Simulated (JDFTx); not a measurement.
# Double layer at MgB2(0001)

| Item | Result |
|---|---|
| surface | MgB2(0001), Mg outermost, slab composition Mg3B4 |
| bulk | MgB2, P6/mmm, lattice of mp-763 (not re-optimised) |
| slab | 7 atoms in 5 planes, 1x1, 6.9 Å between the outermost planes |
| in-plane cell | 3.063 × 3.063 Å, 8.12 Å² |
| cell height | 23.0 Å |
| sampling | 8×8×1 k mesh, Fermi smearing 0.01 Ha, no spin polarisation |

Whether this polymorph is the ambient one wasn't checked.

All numbers are PBE, GBRV ultrasoft potentials, plane waves to 20/100 Ha results from a modified build of JDFTx, not measurements. Outer atoms relaxed in vacuum, keeping the start's symmetry. The same nuclei were then put into each liquid, at zero charge and at set potentials or charges. The surface is an ideal bare cut with both faces alike: no reconstruction, overlayer or explicit solvent molecules. Potentials refer to SHE, placed 4.44 V below the bulk liquid's zero by convention. Convergence in thickness and k mesh wasn't tested for this slab.

In vacuum the work function is 4.22 eV, which would put the uncharged electrode at -0.22 V vs SHE if the liquid did nothing. Each liquid moves the Fermi level of the neutral slab, now counted from the bulk liquid: linear PCM (GLSSA13), water, 1 M NaF by 0.39 eV, to a potential of zero charge of -0.61 V; SaLSA, water, 1 M NaF by 0.47 eV, to a potential of zero charge of -0.69 V; CANDLE, acetonitrile, 1 M KF by 0.34 eV, to a potential of zero charge of -0.56 V. The models of water differ by 0.08 V among themselves. Outside water the SHE scale is nominal.

Charging:

```tsv
liquid	U − U_pzc (V)	σ (μC/cm²)	σ/(U − U_pzc) (μF/cm²)	Δγ (mJ/m²)
linear PCM (GLSSA13), water	-0.69	-11.8	17	-44
linear PCM (GLSSA13), water	-0.49	-8.9	18	-23
linear PCM (GLSSA13), water	-0.14	-3.0	21	-2
linear PCM (GLSSA13), water	0.16	4.1	26	-3
linear PCM (GLSSA13), water	0.26	8.0	31	-9
linear PCM (GLSSA13), water	0.31	11.2	36	-13
CANDLE, acetonitrile	0.31	4.8	15	-7
```

The mean capacitance runs from 15 to 36 μF/cm². Δγ, the grand free energy per area against the neutral surface, is negative throughout, since charging at a held potential lowers it. The cavity function reaches one half at 2.8 Å (linear PCM (GLSSA13), water), 3.4 Å (SaLSA, water), 4.1 Å (CANDLE, acetonitrile) above the top atoms; the models define their cavities differently. CANDLE's negatively charged runs are left out, as they depend on the cell height. No specific adsorption of ions or solvent is in these numbers.
